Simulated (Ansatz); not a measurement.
PtS:
Space group P6₃/mmc (No. 194); a = 3.6952 Å, b = 3.6952 Å, c = 5.5979 Å, α = 90.00°, β = 90.00°, γ = 120.00°

```json
[
 {"atom": "Pt", "site": "2a", "symmetry": "-3m.", "x": "0.0000", "y": "0.0000", "z": "0.0000"},
 {"atom": "S", "site": "2c", "symmetry": "-6m2", "x": "0.3333", "y": "0.6667", "z": "0.2500"}
]
```

Relaxed with r²SCAN.

Question: Which orbitals make up the states near the Fermi level in the program Ansatz at the r²SCAN level (PAW)?

Answer: Within 0.5 eV of the Fermi level: Pt 5d 51 %, S 3p 37 %, S 3s 6 %. Projections are on Löwdin-orthogonalised atomic valence shells; empty p or d shells of many metals are not among them.

Question: Tabulate the density of states.

Answer: States/eV per cell of 4 atoms, in 0.25 eV bins, energy from the Fermi level.

```
E (eV)  total  Pt 5d  S 3p  Pt 6s
------  -----  -----  ----  -----
-7.85    1.68   0.37  0.94   0.31
-7.60    3.19   0.75  1.87   0.49
-7.35    2.34   0.56  1.41   0.30
-7.10    3.55   1.27  2.01   0.20
-6.85    3.36   1.62  1.59   0.09
-6.60    4.38   2.04  2.10   0.16
-6.35    3.62   1.69  1.77   0.10
-6.10    2.97   1.40  1.46   0.05
-5.85    4.84   2.38  2.31   0.05
-5.60    6.05   2.99  2.86   0.07
-5.35    5.95   2.70  3.05   0.05
-5.10    2.04   0.76  1.20   0.02
-4.85    1.04   0.55  0.47   0.00
-4.60    1.91   1.20  0.67   0.01
-4.35    2.20   1.60  0.55   0.02
-4.10    1.98   1.68  0.25   0.02
-3.85    2.08   1.92  0.12   0.01
-3.60    2.83   2.69  0.07   0.02
-3.35    3.10   2.94  0.08   0.03
-3.10    5.39   4.96  0.24   0.09
-2.85    7.72   6.84  0.56   0.18
-2.60    7.83   6.94  0.64   0.10
-2.35    4.74   3.74  0.74   0.12
-2.10    4.34   3.38  0.71   0.13
-1.85    2.92   2.13  0.61   0.08
-1.60    2.52   1.75  0.58   0.06
-1.35    2.43   1.60  0.59   0.07
-1.10    2.38   1.47  0.57   0.11
-0.85    2.21   1.31  0.63   0.06
-0.60    2.92   1.70  0.87   0.08
-0.35    2.78   1.55  0.89   0.07
-0.10    1.72   0.90  0.61   0.05
0.15     2.26   1.09  0.91   0.08
0.40     2.13   0.97  0.93   0.06
0.65     2.03   0.89  0.96   0.04
0.90     2.16   0.93  1.05   0.05
1.15     3.15   1.30  1.52   0.14
1.40     2.45   0.97  1.19   0.15
1.65     1.18   0.46  0.64   0.02
1.90     0.42   0.15  0.22   0.02
2.15     0.21   0.03  0.06   0.08
2.40     0.28   0.02  0.06   0.13
2.65     0.37   0.02  0.08   0.17
2.90     0.71   0.07  0.13   0.36
3.15     1.08   0.10  0.21   0.55
3.40     1.57   0.13  0.33   0.79
3.65     1.44   0.09  0.31   0.69
3.90     1.44   0.07  0.32   0.65
4.15     1.58   0.07  0.37   0.67
4.40     1.73   0.08  0.43   0.67
4.65     2.56   0.11  0.61   0.88
4.90     1.75   0.06  0.40   0.63
```

Space group P6_3/mmc (NiAs type). The start of the workflow was typed in or built on a structure type; neither database checked (COD, Materials Project) lists it. COD files the formula under space group No. 131. Whether it is the stable phase at ambient conditions was not checked. The cell was relaxed with r²SCAN under the symmetry of its start; its stability against distortions is not shown here. The run is not spin-polarised. Scalar-relativistic: spin–orbit coupling is off unless named, which matters more the heavier the elements.

Potentials: the earlier of the program's two PAW sets.
